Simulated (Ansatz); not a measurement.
HfO$_{2}$ (baddeleyite type, space group P2_1/c)

```yaml
crystal:
  lattice:
    - [5.16167, 0.00000, 0.00000]
    - [0.00000, 5.21254, 0.00000]
    - [-0.89783, 0.00000, 5.27699]
  atoms:
    - { symbol: Hf, position: [0.27573, 0.04291, 0.20837] }
    - { symbol: Hf, position: [0.72427, 0.54291, 0.29163] }
    - { symbol: Hf, position: [0.72427, 0.95709, 0.79163] }
    - { symbol: Hf, position: [0.27573, 0.45709, 0.70837] }
    - { symbol: O, position: [0.06716, 0.32866, 0.34845] }
    - { symbol: O, position: [0.93284, 0.82866, 0.15155] }
    - { symbol: O, position: [0.93284, 0.67134, 0.65155] }
    - { symbol: O, position: [0.06716, 0.17134, 0.84845] }
    - { symbol: O, position: [0.44917, 0.75722, 0.47666] }
    - { symbol: O, position: [0.55083, 0.25722, 0.02334] }
    - { symbol: O, position: [0.55083, 0.24278, 0.52334] }
    - { symbol: O, position: [0.44917, 0.74278, 0.97666] }
```

The atoms are displaced by Q × the pattern below (from a DFPT mode at Γ, largest move 1; Q in Å), at fixed cell.

| atom | x | y | z |
|---|---|---|---|
| Hf1 | 0.082 | 0.090 | -0.408 |
| Hf2 | -0.082 | 0.090 | 0.408 |
| Hf3 | -0.082 | -0.090 | 0.408 |
| Hf4 | 0.082 | -0.090 | -0.408 |
| O5 | -0.490 | -0.728 | 0.479 |
| O6 | 0.490 | -0.728 | -0.479 |
| O7 | 0.490 | 0.728 | -0.479 |
| O8 | -0.490 | 0.728 | 0.479 |
| O9 | 0.019 | 0.008 | 0.079 |
| O10 | -0.019 | 0.008 | -0.079 |
| O11 | -0.019 | -0.008 | -0.079 |
| O12 | 0.019 | -0.008 | 0.079 |

Calculation: PBE (plane waves to 420 eV, PAW, scalar-relativistic; Ansatz, a first-principles code). k mesh 5×5×5 (Γ-centred), Fermi-Dirac smearing 0.05 eV. Energies are smeared free energies. HfO2 is run without spin polarisation. HfO2 was relaxed with its symmetry unable to fall. Spin-orbit coupling is left out, though Hf is heavy. The PAW data are Ansatz's earlier set. ΔE is measured from the undisplaced structure.

```
Q (Å)   ΔE (meV/cell)
------  -------------
-0.180          243.9
-0.150          167.4
-0.120          105.9
-0.090       withheld
-0.060           25.9
-0.030            6.4
0.000             0.0
0.030             6.3
0.060            25.1
0.090            56.3
0.120            99.8
0.150           155.8
0.180           224.6
```

Q: Fit a polynomial form (powers 2, 3, 4) to the given rows and predict ΔE at Q = -0.090.

A: Least squares on the 12 given rows: ΔE = (7070)·Q² + (-1677)·Q³ + (4948)·Q⁴, in meV/cell with Q in Å; root-mean-square residual 0.10 meV/cell. At -0.090 the fit gives 58.8 meV/cell; the calculation gives 58.9 meV/cell, so the interpolation is off by -0.1 (-0.2 %). The quadratic term alone would give 57.3 meV/cell.

(A displaced cell: forces are minus the slopes of the energy, force constants its curvatures, and phonons follow from these.)
